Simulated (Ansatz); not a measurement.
## Which element?

Cell vectors (Å):

```
0.0000 2.5910 2.5910
2.5910 0.0000 2.5910
2.5910 2.5910 0.0000
```

```json
{"atom": "X", "a": "0.0000", "b": "0.0000", "c": "0.0000"}
{"atom": "S", "a": "0.5000", "b": "0.5000", "c": "0.5000"}
```

Level of theory: PBEsol, all-electron LAPW in Ansatz 0.2.0, scalar-relativistic. k mesh 8×8×8, fixed occupations.

Harmonic phonons of a crystal by Kohn-Sham DFT at the given cell, standard atomic masses, acoustic sum rule imposed; negative wavenumbers are unstable modes.

```csv
point,q a (r.l.u.),q b (r.l.u.),q c (r.l.u.),branch,phonon wavenumber (cm⁻¹)
Gamma,0,0,0,4,242.4
L,0.5,0,0,1,179.4
L,0.5,0,0,3,203.8
L,0.5,0,0,5,293
L,0.5,0,0,6,361.9
X,0.5,0.5,0,1,123.7
X,0.5,0.5,0,3,181.9
X,0.5,0.5,0,4,268.9
X,0.5,0.5,0,6,304.3
```

Task: All X atoms are one element. Which one was computed?

Result: Mg; the crystal is MgS (Fm-3m).

Known limits: no LO-TO term at the zone centre.
